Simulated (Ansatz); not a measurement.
Lu (simple cubic, Pm-3m) at seven volumes, PBE (plane waves, PAW; program Ansatz), scaled uniformly. One row is withheld.

| V (Å³/atom) | P (GPa) |
|---|---|
| 29.908 | 3.27 |
| 30.894 | ? |
| 31.880 | 0.96 |
| 32.866 | 0.00 |
| 33.852 | -0.84 |
| 34.838 | -1.58 |
| 35.824 | -2.21 |

Task: Fit the shown pressures and predict the withheld one.

Result: P = (3/2)B₀(x^(7/2) − x^(5/2))[1 + (3/4)(B′ − 4)(x − 1)] with x = (V₀/V)^(2/3). Least squares on the six rows gives V₀ = 32.866 Å³/atom, B₀ = 29.7 GPa, B′ = 3.31. At V = 30.894, x = 1.0421 and P = 2.03 GPa. The run itself gave 2.05 GPa.

A made-up cell: these elements were put on the sites of a structure type; neither database checked (COD, Materials Project) lists it. It is not the phase usual at ambient conditions (space group No. 194). Symmetry was held in the PBE relaxation. At this level the phase is mechanically unstable. Spin–orbit coupling is left out wherever it is not named.

Potentials: the later of the program's two PAW sets.
